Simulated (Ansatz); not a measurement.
# Kick test of a cell of TaAl₃O

The structure comes from a generated guess, relaxed at this level; another structure or a mixture of phases may lie lower.

Computed with DFT PBE, scalar-relativistic, plane waves, PAW in Ansatz. Settings: cutoff 420 eV, Γ-centred mesh 10×10×10 on the computed 5-atom cell, Gaussian smearing of 0.10 eV; no spin polarisation.

The cell below (5 atoms, space group Pm-3m (No. 221)) is relaxed within its symmetry.

```
CELL_PARAMETERS angstrom
4.09932 0.00000 0.00000
0.00000 4.09932 0.00000
0.00000 0.00000 4.09932
ATOMIC_POSITIONS crystal
Ta 0.50000 0.50000 0.50000
Al 0.00000 0.00000 0.50000
Al 0.50000 0.00000 0.00000
Al 0.00000 0.50000 0.00000
O 0.00000 0.00000 0.00000
```

For the test a repeat of it with 10 atoms (edges 4.10, 4.10, 8.20 Å) was strained at random (σ = 1.5 % a component), the atoms were moved at random (σ = 0.05 Å), and all was relaxed again on a coarse 6×6×4 mesh (in the run’s order of axes) with 0.20 eV smearing, with no symmetry imposed.

These runs have no spin–orbit coupling, which can matter for Ta.

**Question.** What happens?

**Answer.** It returns, within 1 meV/atom of the unmoved cell on that mesh and with the same symmetry when read at 0.1 Å (P4/mmm at 0.01 Å, so small strains and shifts remain). So it is stable against the distortions that fit this cell and that this random move excites. Modes that don't fit the cell aren't tested.
